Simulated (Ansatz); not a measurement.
Suppose BeCd₂S₃ takes space group P4/mmm (No. 123), with Be on 1d; Cd on 1a and 1c; S on 2g and 1b.

These are results of DFT PBE, scalar-relativistic, plane waves, PAW in Ansatz 0.2.0, not measurements. Cutoff 420 eV, Γ-centred mesh, Gaussian smearing, no spin polarisation.

Energies over the elements count from the elements' standard structures at the same level, with no fitted energy shifts.

Question: Give the relaxed lattice parameters and positions.

Answer:

Space group P4/mmm (No. 123). a = 3.720 Å, b = 3.720 Å, c = 9.790 Å, α = 90.00°, β = 90.00°, γ = 90.00°
```
atom  site  symmetry       x       y       z
  Be    1d     4/mmm  0.5000  0.5000  0.5000
  Cd    1a     4/mmm  0.0000  0.0000  0.0000
  Cd    1c     4/mmm  0.5000  0.5000  0.0000
   S    2g       4mm  0.0000  0.0000  0.2646
   S    1b     4/mmm  0.0000  0.0000  0.5000
```

Around Be lie 4 S at 2.63 Å; Cd on its first site is surrounded by 2 S at 2.59 Å and 4 Cd at 2.63 Å; Cd on its second site has 4 Cd at 2.63 Å; S on a site of symmetry 4mm is surrounded by 1 S at 2.30 Å and 1 Cd at 2.59 Å; 1 more site not described. Another local minimum with the same sites may exist.

Question: Where does its energy lie, and is it a metal?

Answer: The energy over the elements is +0.64 eV/atom and the gap on the 10×10×4 mesh of the 6-atom cell is 0 eV (a metal). A positive value: parting into the elements would lower its energy.

The last run used Gaussian smearing of 0.10 eV. The cell is a metal run without spin; a magnetic state may lie lower. The reference form of S is held partly by dispersion forces, which this level lacks. Symmetry constrained the relaxation, so the result can be a saddle point. Another cell of BeCd2S3 relaxed alike, in P-3m1, lies 1.07 eV/atom lower, so this cell isn't the stable form at this level.
